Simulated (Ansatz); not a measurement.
CdSiN₂:
```yaml
crystal:
  lattice:
    - [1.46071, 0.84334, 5.54171]
    - [-1.46071, 0.84334, 5.54171]
    - [0.00000, -1.68668, 5.54171]
  atoms:
    - { symbol: Cd, position: [0.00000, 0.00000, 0.00000] }
    - { symbol: Si, position: [0.50000, 0.50000, 0.50000] }
    - { symbol: N, position: [0.77444, 0.77444, 0.77444] }
    - { symbol: N, position: [0.22556, 0.22556, 0.22556] }
```

The program Ansatz at the PBE level (PAW) gives a gap of 0.97 eV without spin–orbit coupling, maximum on the Γ–S0 line, 58 % of the way from Γ, minimum at Γ.

Question: What happens when spin–orbit coupling is switched on?

Answer: The gap grows by 0.01 eV, to 0.98 eV; maximum on the Γ–S0 line, 58 % of the way from Γ, minimum at Γ.

Question: Give the electron effective mass with spin–orbit coupling.

Answer: 0.13, 0.27, 0.27 mₑ (principal values).

Question: Give the hole effective mass with spin–orbit coupling.

Answer: 0.33, 1.0, 1.5 mₑ (principal values).

Space group R-3m. The start of the workflow was typed in or built on a structure type; neither database checked (COD, Materials Project) lists it. Its standing as an ambient phase is unchecked. Symmetry was held in the PBE relaxation; its stability against distortions is not shown here.

Potentials: the later of the program's two PAW sets.
